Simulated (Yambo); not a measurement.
Absorption of KPF₆ (space group R-3, No. 148) with and without the electron-hole interaction (Yambo, PBEsol bands; 4×4×4 mesh, 17 valence and 7 conduction bands, static screening with 65 bands and a 3 Ry block, scissor 4.76 eV, Tamm-Dancoff; field along x). Axes are Cartesian, with cell vectors (Å) (3.56, 2.05, 2.33), (-3.56, 2.05, 2.33), (0.00, -4.11, 2.33).

```json
[
 {"E (eV)": "8.60", "Im ε, BSE": "0.02", "Im ε, independent quasiparticles": "0.00"},
 {"E (eV)": "8.70", "Im ε, BSE": "0.02", "Im ε, independent quasiparticles": "0.00"},
 {"E (eV)": "8.80", "Im ε, BSE": "0.02", "Im ε, independent quasiparticles": "0.01"},
 {"E (eV)": "8.90", "Im ε, BSE": "0.03", "Im ε, independent quasiparticles": "0.01"},
 {"E (eV)": "9.00", "Im ε, BSE": "0.03", "Im ε, independent quasiparticles": "0.01"},
 {"E (eV)": "9.10", "Im ε, BSE": "0.03", "Im ε, independent quasiparticles": "0.01"},
 {"E (eV)": "9.20", "Im ε, BSE": "0.03", "Im ε, independent quasiparticles": "0.01"},
 {"E (eV)": "9.30", "Im ε, BSE": "0.04", "Im ε, independent quasiparticles": "0.01"},
 {"E (eV)": "9.40", "Im ε, BSE": "0.04", "Im ε, independent quasiparticles": "0.01"},
 {"E (eV)": "9.50", "Im ε, BSE": "0.05", "Im ε, independent quasiparticles": "0.01"},
 {"E (eV)": "9.60", "Im ε, BSE": "0.05", "Im ε, independent quasiparticles": "0.01"},
 {"E (eV)": "9.70", "Im ε, BSE": "0.06", "Im ε, independent quasiparticles": "0.01"},
 {"E (eV)": "9.80", "Im ε, BSE": "0.07", "Im ε, independent quasiparticles": "0.01"},
 {"E (eV)": "9.90", "Im ε, BSE": "0.09", "Im ε, independent quasiparticles": "0.01"},
 {"E (eV)": "10.00", "Im ε, BSE": "0.10", "Im ε, independent quasiparticles": "0.01"},
 {"E (eV)": "10.10", "Im ε, BSE": "0.13", "Im ε, independent quasiparticles": "0.01"},
 {"E (eV)": "10.20", "Im ε, BSE": "0.17", "Im ε, independent quasiparticles": "0.01"},
 {"E (eV)": "10.30", "Im ε, BSE": "0.23", "Im ε, independent quasiparticles": "0.01"},
 {"E (eV)": "10.40", "Im ε, BSE": "0.33", "Im ε, independent quasiparticles": "0.01"},
 {"E (eV)": "10.50", "Im ε, BSE": "0.51", "Im ε, independent quasiparticles": "0.01"},
 {"E (eV)": "10.60", "Im ε, BSE": "0.85", "Im ε, independent quasiparticles": "0.01"},
 {"E (eV)": "10.70", "Im ε, BSE": "1.32", "Im ε, independent quasiparticles": "0.01"},
 {"E (eV)": "10.80", "Im ε, BSE": "2.09", "Im ε, independent quasiparticles": "0.01"},
 {"E (eV)": "10.90", "Im ε, BSE": "3.00", "Im ε, independent quasiparticles": "0.01"},
 {"E (eV)": "11.00", "Im ε, BSE": "2.23", "Im ε, independent quasiparticles": "0.01"},
 {"E (eV)": "11.10", "Im ε, BSE": "1.18", "Im ε, independent quasiparticles": "0.01"},
 {"E (eV)": "11.20", "Im ε, BSE": "0.67", "Im ε, independent quasiparticles": "0.01"},
 {"E (eV)": "11.30", "Im ε, BSE": "0.42", "Im ε, independent quasiparticles": "0.01"},
 {"E (eV)": "11.40", "Im ε, BSE": "0.29", "Im ε, independent quasiparticles": "0.01"},
 {"E (eV)": "11.50", "Im ε, BSE": "0.23", "Im ε, independent quasiparticles": "0.01"},
 {"E (eV)": "11.60", "Im ε, BSE": "0.19", "Im ε, independent quasiparticles": "0.01"},
 {"E (eV)": "11.70", "Im ε, BSE": "0.18", "Im ε, independent quasiparticles": "0.02"},
 {"E (eV)": "11.80", "Im ε, BSE": "0.18", "Im ε, independent quasiparticles": "0.02"},
 {"E (eV)": "11.90", "Im ε, BSE": "0.16", "Im ε, independent quasiparticles": "0.02"},
 {"E (eV)": "12.00", "Im ε, BSE": "0.15", "Im ε, independent quasiparticles": "0.02"},
 {"E (eV)": "12.10", "Im ε, BSE": "0.15", "Im ε, independent quasiparticles": "0.02"},
 {"E (eV)": "12.20", "Im ε, BSE": "0.15", "Im ε, independent quasiparticles": "0.02"},
 {"E (eV)": "12.30", "Im ε, BSE": "0.15", "Im ε, independent quasiparticles": "0.02"},
 {"E (eV)": "12.40", "Im ε, BSE": "0.14", "Im ε, independent quasiparticles": "0.03"},
 {"E (eV)": "12.50", "Im ε, BSE": "0.13", "Im ε, independent quasiparticles": "0.03"},
 {"E (eV)": "12.60", "Im ε, BSE": "0.14", "Im ε, independent quasiparticles": "0.04"},
 {"E (eV)": "12.70", "Im ε, BSE": "0.17", "Im ε, independent quasiparticles": "0.04"},
 {"E (eV)": "12.80", "Im ε, BSE": "0.21", "Im ε, independent quasiparticles": "0.05"},
 {"E (eV)": "12.90", "Im ε, BSE": "0.25", "Im ε, independent quasiparticles": "0.07"},
 {"E (eV)": "13.00", "Im ε, BSE": "0.30", "Im ε, independent quasiparticles": "0.10"},
 {"E (eV)": "13.10", "Im ε, BSE": "0.33", "Im ε, independent quasiparticles": "0.14"},
 {"E (eV)": "13.20", "Im ε, BSE": "0.38", "Im ε, independent quasiparticles": "0.17"},
 {"E (eV)": "13.30", "Im ε, BSE": "0.50", "Im ε, independent quasiparticles": "0.16"},
 {"E (eV)": "13.40", "Im ε, BSE": "0.62", "Im ε, independent quasiparticles": "0.15"},
 {"E (eV)": "13.50", "Im ε, BSE": "0.73", "Im ε, independent quasiparticles": "0.17"},
 {"E (eV)": "13.60", "Im ε, BSE": "0.76", "Im ε, independent quasiparticles": "0.22"},
 {"E (eV)": "13.70", "Im ε, BSE": "0.83", "Im ε, independent quasiparticles": "0.34"},
 {"E (eV)": "13.80", "Im ε, BSE": "0.81", "Im ε, independent quasiparticles": "0.49"},
 {"E (eV)": "13.90", "Im ε, BSE": "0.70", "Im ε, independent quasiparticles": "0.47"},
 {"E (eV)": "14.00", "Im ε, BSE": "0.67", "Im ε, independent quasiparticles": "0.46"},
 {"E (eV)": "14.10", "Im ε, BSE": "0.72", "Im ε, independent quasiparticles": "0.48"},
 {"E (eV)": "14.20", "Im ε, BSE": "0.89", "Im ε, independent quasiparticles": "0.51"},
 {"E (eV)": "14.30", "Im ε, BSE": "1.25", "Im ε, independent quasiparticles": "0.56"},
 {"E (eV)": "14.40", "Im ε, BSE": "1.94", "Im ε, independent quasiparticles": "0.55"},
 {"E (eV)": "14.50", "Im ε, BSE": "2.36", "Im ε, independent quasiparticles": "0.60"},
 {"E (eV)": "14.60", "Im ε, BSE": "2.19", "Im ε, independent quasiparticles": "0.65"},
 {"E (eV)": "14.70", "Im ε, BSE": "1.91", "Im ε, independent quasiparticles": "0.71"},
 {"E (eV)": "14.80", "Im ε, BSE": "1.94", "Im ε, independent quasiparticles": "0.84"},
 {"E (eV)": "14.90", "Im ε, BSE": "1.95", "Im ε, independent quasiparticles": "0.90"},
 {"E (eV)": "15.00", "Im ε, BSE": "1.97", "Im ε, independent quasiparticles": "0.96"},
 {"E (eV)": "15.10", "Im ε, BSE": "2.11", "Im ε, independent quasiparticles": "0.87"},
 {"E (eV)": "15.20", "Im ε, BSE": "2.13", "Im ε, independent quasiparticles": "0.76"},
 {"E (eV)": "15.30", "Im ε, BSE": "1.83", "Im ε, independent quasiparticles": "0.77"},
 {"E (eV)": "15.40", "Im ε, BSE": "1.54", "Im ε, independent quasiparticles": "0.78"},
 {"E (eV)": "15.50", "Im ε, BSE": "1.17", "Im ε, independent quasiparticles": "0.73"}
]
```

The scissor comes from a G0W0 run whose convergence isn't established. Broadening 0.15 eV. The band window holds all transitions up to 18.0 eV. Fine structure above the onset can come from the mesh.

Geometry of the Materials Project entry, not relaxed at this level; primitive cell a = b = c = 4.723 Å, α = β = γ = 97.80°.

The structure is a Materials Project entry; no match was found in the copy of COD used, and its stability was not checked.
